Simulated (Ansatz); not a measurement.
Relaxed-ion elastic tensor of C (graphite, P6_3/mmc) in GPa (Voigt order), DFT-PBEsol in the program Ansatz with PAW potentials; density 2.08 g/cm³, 9.58 Å³ per atom.

```csv
,1,2,3,4,5,6
1,975,183,-0.6,0.0,0.0,0.0
2,183,975,-0.6,0.0,0.0,0.0
3,-0.6,-0.6,7.0,0.0,0.0,0.0
4,0.0,0.0,0.0,1.6,0.0,0.0
5,0.0,0.0,0.0,0.0,1.6,0.0
6,0.0,0.0,0.0,0.0,0.0,396
```

**Question.** Is the crystal mechanically stable?

**Answer.** On the edge, within the error: the smallest eigenvalue of C is 1.6 GPa.

**Question.** Work out the Voigt and Reuss bounds. Is their mean of use?

**Answer.** K_V = 258, K_R = 6.9; G_V = 198, G_R = 3.4 GPa. The bounds lie so far apart that a Hill average or a Debye temperature from it would say little.

The PBEsol relaxation kept the symmetry of its start. A crystal of weakly bound layers computed without a dispersion correction: the cell and the soft elastic constants depend strongly on that. As this level gives no gap, shear constants depend on the k-mesh and smearing (Fermi–Dirac, 0.1 eV here).

Potentials: the later of the program's two PAW sets.
